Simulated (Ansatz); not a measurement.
BeSb, before and after

A trial structure of BeSb was built thus: Janus sheet modelled on a layer of Bi (top face changed Be to Sb).

This is a two-dimensional sheet: the third axis spans vacuum and isn't periodic. Symmetry isn't written into the files.

start.xyz

```xyz
2
Lattice="3.1643 0.0000 0.0000 -1.5822 2.7404 0.0000 0.0000 0.0000 16.0000" Properties=species:S:1:pos:R:3 pbc="T T F"
Be    1.5822    0.9135    7.2091
Sb    0.0000    1.8269    8.7909
```

Method: Ansatz 0.2.0, DFT PBE, scalar-relativistic, plane waves, PAW. Cutoff 420 eV, Gaussian smearing, Γ-centred meshes. In-plane cell and atoms relax first on a coarse mesh and then on a finer one. In metals the finer mesh still leaves noise of several meV/atom or more. The steps can't lower the symmetry of their start. No spin polarisation.

end.xyz

```xyz
2
Lattice="4.0802 0.0000 0.0000 -2.0401 3.5336 0.0000 0.0000 0.0000 26.9636" Properties=species:S:1:pos:R:3 pbc="T T F"
Be    2.0401    1.1779    8.0000
Sb    0.0000    2.3557    8.0000
```

The symmetry goes from p3m1 (No. 69) to p-6m2 (No. 78). The area per atom grows by 66.3 %, from 4.3 to 7.2 Å². The shortest distance goes from 2.42 Å (Be–Sb) to 2.36 Å (Be–Sb). The energy falls by about 0.36 eV/atom (the start's value is from the coarse mesh). The program sets the height of the box itself, so the height of the cell differs between start and end.

For BeSb, the layer group is p-6m2 (No. 78) and the in-plane cell is a = 4.080 Å, b = 4.080 Å, γ = 120.0°. The area per atom is 7.21 Å² and the thickness between the outermost nuclei is 0.00 Å. The formation energy is +0.72 eV/atom. The gap on the 18×18×1 mesh of the 2-atom cell is 0 eV (a metal).

The zero of energy is the elements' standard structures at the same level; no fitted shifts are applied. It can't be a ground state, since the elements alone are lower.

The last run used Gaussian smearing of 0.10 eV. These runs have no spin–orbit coupling, which can matter for Sb. Symmetry constrained the relaxation, so the result can be a saddle point. In all, the 4 runs took 6.4 min on 1 thread of Arm Neoverse V2 (shared host).
